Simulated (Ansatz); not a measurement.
Values for one crystal, relaxed and computed with the program Ansatz at the LDA level (PAW); other levels are named.

```yaml
volume_per_atom: 27.82 Å³
electronic_character: metallic (no gap)
mechanical_stability: stable (all eigenvalues of C positive)
hill_bulk_and_shear_moduli: 69.8 and 39.7 GPa
Bulk modulus (Birch–Murnaghan fit): 69.9 GPa
Elastic constants (relaxed ions, GPa): C11 = 175, C12 = 17.4, C44 = 24.1
debye_temperature_from_the_elastic_constants: 274 K
```

Question: Pick the material that matches.
A) GeS, Cmcm (Ge on 4c, S on 4c)
B) YSb, rock salt
C) Sb2Pt, Pa-3 (Pt on 4a, Sb on 8c)
D) Si2W, MoSi2 or CaC2 type

Answer: B, YSb, rock salt

Space group Fm-3m (rock salt). The workflow started from a Materials Project entry (that database holds measured and hypothetical structures alike); the Crystallography Open Database files this formula in space group No. 225, but the cells were not matched. Whether it is the stable phase at ambient conditions was not checked. The cell was relaxed with LDA under the symmetry of its start; of distortions, only those at the zone centre were tested. No spin polarisation was allowed. As this level gives no gap, shear constants depend on the k-mesh and smearing (Fermi–Dirac, 0.1 eV here). Spin–orbit coupling is left out wherever it is not named.

Potentials: the later of the program's two PAW sets.
